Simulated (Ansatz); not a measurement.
Zn$_{2}$CdS$_{3}$: relaxed-ion elastic tensor

Method: DFT PBE, scalar-relativistic, plane waves, PAW in Ansatz. Cutoff 420 eV, 12×12×4 k-points (Γ-centred), fixed occupations. No spin polarisation.

Equilibrium structure at this level:
```yaml
crystal:
  lattice:
    - [3.95011, 0.00000, 0.00000]
    - [-1.97506, 3.42090, 0.00000]
    - [0.00000, 0.00000, 9.77774]
  atoms:
    - { symbol: Zn, position: [0.33333, 0.66667, 0.99157] }
    - { symbol: Zn, position: [0.66667, 0.33333, 0.67536] }
    - { symbol: Cd, position: [0.00000, 0.00000, 0.32876] }
    - { symbol: S, position: [0.33333, 0.66667, 0.75078] }
    - { symbol: S, position: [0.66667, 0.33333, 0.43554] }
    - { symbol: S, position: [0.00000, 0.00000, 0.06798] }
```

It was reached by relaxing an invented guess, and it needn't be the stable form of this composition.

Question: Give the relaxed-ion elastic constants (GPa, Voigt order xx yy zz yz xz xy, on the Cartesian axes of the cell above).

Answer:
```
100.3  42.4  38.9   9.4   0.0   0.0
 42.4 100.3  38.9  -9.4   0.0   0.0
 38.9  38.9 119.3   0.0   0.0   0.0
  9.4  -9.4   0.0  22.2   0.0   0.0
  0.0   0.0   0.0   0.0  22.2   9.4
  0.0   0.0   0.0   0.0   9.4  28.9
```

Question: Is the crystal stable against homogeneous strain?

Answer: Yes: the least eigenvalue of the tensor is 15.6 GPa.

Question: And the moduli of a polycrystal (Hill averages)?

Answer: B = 62 GPa, G = 26 GPa, E = 68 GPa, ν = 0.32.
